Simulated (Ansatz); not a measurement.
AuCu3-type BaCu3

Computed with Ansatz (plane waves, PAW, 420 eV cutoff): PBE, scalar-relativistic, no spin polarisation, Γ-centred 8×8×8 mesh, 0.05 eV Gaussian smearing. The datasets are Ansatz's generated set soft_2.

```xyz
4
Lattice="4.4500 0.0000 0.0000 0.0000 4.4500 0.0000 0.0000 0.0000 4.4500" Properties=species:S:1:pos:R:3 pbc="T T T"
Ba    0.0000    0.0000    0.0000
Cu    0.0000    2.2250    2.2250
Cu    2.2250    2.2250    0.0000
Cu    2.2250    0.0000    2.2250
```

The cell came from substitution into a structure type; no database entry of this phase was matched, which doesn't show that none exists.

The cell is relaxed to zero pressure at this level.

The cell has space group Pm-3m (read at 0.01 Å). In it the stress is 0.00, 0.00, 0.00, 0.00, 0.00, 0.00 GPa and the largest force component 0.000 eV/Å. Each change below starts from this cell, without further relaxation. Stress is in GPa, positive in compression, in the order xx, yy, zz, yz, xz, xy; energies are counted from the cell above and are free energies with the smearing's entropy, which match forces and stress in a metal.

Task: What happens when atom 3 (Cu) is moved by 0.05 Å along x?

Result: The energy changes by 2.4 meV per cell, and the force on it along the shift is -0.096 eV/Å (−F/u = 1.91 eV/Å²). Stress: 0.01, 0.03, 0.00, 0.00, 0.00, 0.00.
| atom | Fx (eV/Å) | Fy | Fz |
| --- | --- | --- | --- |
| Ba1 | 0.129 | 0.000 | 0.000 |
| Cu2 | -0.037 | 0.000 | 0.000 |
| Cu3 | -0.096 | 0.000 | 0.000 |
| Cu4 | 0.004 | 0.000 | 0.000 |
In a harmonic crystal the energy would rise by −½F·u = ½ × 1.91 × 0.05² eV = 2.4 meV, which matches.

Task: What happens when atom 2 (Cu) is moved by 0.12 Å along x?

Result: The energy changes by -14.9 meV per cell, and the force on it along the shift is 0.248 eV/Å (−F/u = -2.07 eV/Å²). Stress: 0.05, -0.01, -0.01, 0.00, 0.00, 0.00.
| atom | Fx (eV/Å) | Fy | Fz |
| --- | --- | --- | --- |
| Ba1 | -0.071 | 0.000 | 0.000 |
| Cu2 | 0.248 | 0.000 | 0.000 |
| Cu3 | -0.088 | 0.000 | 0.000 |
| Cu4 | -0.088 | 0.000 | 0.000 |

Task: What stress follows from an engineering strain of -2 % in xz, atoms carried along?

Result: -0.04, 0.06, -0.04, 0.00, -0.31, 0.00 GPa; the energy changes by -1.7 meV per cell.
The stress changes with the wrong sign for a stable crystal (a clamped-atom constant of about -15.3 GPa), so the cell is unstable against this strain on this mesh; in a metal a finer mesh can change the sign.

Task: What stress follows from an engineering strain of 1 % in yy, atoms carried along?

Result: -0.33, -0.37, -0.33, 0.00, 0.00, 0.00 GPa; the energy changes by 1.0 meV per cell.
The change of the stress over the strain gives a clamped-atom stiffness of about 37 GPa for this component, a secant value that lies under the elastic constant in tension and over it in compression, by several per cent for each per cent of strain.
In a harmonic crystal the energy would rise by V(½Cε² − σ₀ε), with σ₀ the stress of the unstrained cell, = 1.0 meV, which matches.

Task: All atoms and the cell are disturbed at random:
```xyz
4
Lattice="4.4744 0.0149 0.0153 0.0149 4.4435 0.0122 0.0153 0.0122 4.4323" Properties=species:S:1:pos:R:3 pbc="T T T"
Ba   -0.0265   -0.0613   -0.0849
Cu    0.0460    2.3203    2.3442
Cu    2.2625    2.3098    0.0920
Cu    2.2226   -0.0982    2.1085
```
Give the energy change, the stress and the forces.

Result: 65.8 meV per cell; stress 0.25, 0.79, 0.48, 0.43, -0.01, 0.13 GPa.
```tsv
atom	Fx (eV/Å)	Fy	Fz
Ba1	0.086	0.803	0.378
Cu2	0.079	-0.275	-0.541
Cu3	-0.122	-0.227	0.192
Cu4	-0.043	-0.301	-0.029
```

Task: All atoms and the cell are disturbed at random:
```xyz
4
Lattice="4.4945 0.0020 -0.0341 0.0020 4.4039 0.0118 -0.0341 0.0118 4.4707" Properties=species:S:1:pos:R:3 pbc="T T T"
Ba    0.1442   -0.0434   -0.1378
Cu   -0.0923    2.1821    2.3310
Cu    2.1370    2.2380    0.1985
Cu    2.2735    0.0411    2.0568
```
Give the energy change, the stress and the forces.

Result: 68.0 meV per cell; stress -0.27, 1.02, 0.16, -0.13, 0.76, -0.12 GPa.
```tsv
atom	Fx (eV/Å)	Fy	Fz
Ba1	-0.760	0.199	0.305
Cu2	-0.193	-0.072	-0.706
Cu3	0.636	-0.210	0.547
Cu4	0.318	0.083	-0.147
```

Scalar-relativistic only: spin–orbit splittings of the heavy atoms' levels are missing. A displaced or strained copy of the relaxed cell lay 3.7 meV/atom lower, so the structure isn't a true minimum at this level, unless the mesh, which matters in a metal, makes it so.
